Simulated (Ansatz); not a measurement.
Suppose Sr2O takes space group P6/mmm (No. 191), with Sr on 2c; O on 1a.

These are results of Ansatz 0.2.0, DFT PBE, scalar-relativistic, plane waves, PAW, not measurements. Cutoff 420 eV, Γ-centred mesh, Gaussian smearing, no spin polarisation.

Formation energies are uncorrected and refer to the elements' standard structures at the same level (O₂ as a molecule).

Task: Predict the relaxed structure.

Result:

Space group P6/mmm (No. 191). a = 4.908 Å, b = 4.908 Å, c = 3.963 Å, α = 90.00°, β = 90.00°, γ = 120.00°
```
atom  site  symmetry       x       y       z
  Sr    2c      -6m2  0.3333  0.6667  0.0000
   O    1a     6/mmm  0.0000  0.0000  0.0000
```

Around Sr lie 3 O at 2.83 Å, 3 Sr at 2.83 Å and 2 Sr at 3.96 Å; O is surrounded by 6 Sr at 2.83 Å. Another local minimum with the same sites may exist.

Task: Where does its energy lie, and is it a metal?

Result: The energy over the elements is −0.08 eV/atom. The gap on the 12×12×12 mesh of the 3-atom cell is 0 eV (a metal). Whether it is stable depends on the other phases of the system, which aren't compared here.

The last run used Gaussian smearing of 0.10 eV. Symmetry constrained the relaxation, so the result can be a saddle point.
